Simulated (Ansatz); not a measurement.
Values for one crystal, relaxed and computed with r²SCAN (plane waves, PAW; program Ansatz); other levels are named.

| Item | Value |
|---|---|
| Volume per atom | 22.86 Å³ |
| Electronic character | metallic (no gap) |
| Density of states at the Fermi level | 0.40 states/eV per atom (mean over ±0.08 eV) |
| Formation energy from the elements (no fitted shifts) | -0.20 eV/atom |

**Question.** Pick the material that matches.
(A) Ag3Au, Cu3Au type
(B) Gd3In, Cu3Au type
(C) MnZn3, Cu3Au type
(D) LiIn3, Cu3Au type

**Answer.** D, LiIn3, Cu3Au type

Space group Pm-3m (Cu3Au type). The first step of the workflow began from a Materials Project structure, measured or hypothetical; the Crystallography Open Database copy checked does not list it. With Li and In taken as one species the cell has the higher symmetry Fm-3m, so it may be an ordered model of a mixed-site phase. Its standing as an ambient phase is unchecked. The cell was relaxed with r²SCAN under the symmetry of its start; its stability against distortions is not shown here. The references are the lowest solids computed at this level, not always the standard phases. Spin–orbit coupling is left out wherever it is not named.

Potentials: the later of the program's two PAW sets.
